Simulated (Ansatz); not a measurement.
**DyAgH$_{2}$: zone-centre modes**

These are results of DFT PBE, scalar-relativistic, plane waves, PAW, and for the lanthanide a 4f-in-core norm-conserving potential (Ansatz), not measurements. Settings: 630 eV plane-wave cutoff, Γ-centred 10×10×10 mesh, Gaussian smearing of 0.10 eV. No spin polarisation. Phonons by linear response, acoustic sum rule imposed.

Equilibrium structure at this level:
```
CELL_PARAMETERS angstrom
-2.17115 2.17115 5.54045
2.17115 -2.17115 5.54045
2.17115 2.17115 -5.54045
ATOMIC_POSITIONS crystal
Dy 0.00000 0.00000 0.00000
Dy 0.75000 0.25000 0.50000
Ag 0.50000 0.50000 0.00000
Ag 0.25000 0.75000 0.50000
H 0.20031 0.20031 0.00000
H 0.79969 0.79969 0.00000
H 0.54969 0.04969 0.50000
H 0.95031 0.45031 0.50000
```

The cell was found from a structure generator's guess, not taken from experiment. In a metal, frequencies depend on the k mesh and the smearing, soft modes most.

Problem. Is this structure stable against zone-centre distortions?

Solution. Yes, at Γ: no optical mode is imaginary. Strains and other wave vectors aren't tested by this run.

Problem. List the optical modes at Γ (i marks imaginary ones).

Solution.
| frequency (THz) | degeneracy |
| --- | --- |
| 0.60 | 1 |
| 1.50 | 1 |
| 1.94 | 2 |
| 3.32 | 2 |
| 3.50 | 2 |
| 3.92 | 1 |
| 6.76 | 2 |
| 7.99 | 2 |
| 28.43 | 1 |
| 29.44 | 1 |
| 31.93 | 1 |
| 32.00 | 2 |
| 32.41 | 1 |
| 34.23 | 2 |

The lanthanide is trivalent by construction, without f bands, f moments or other valences.
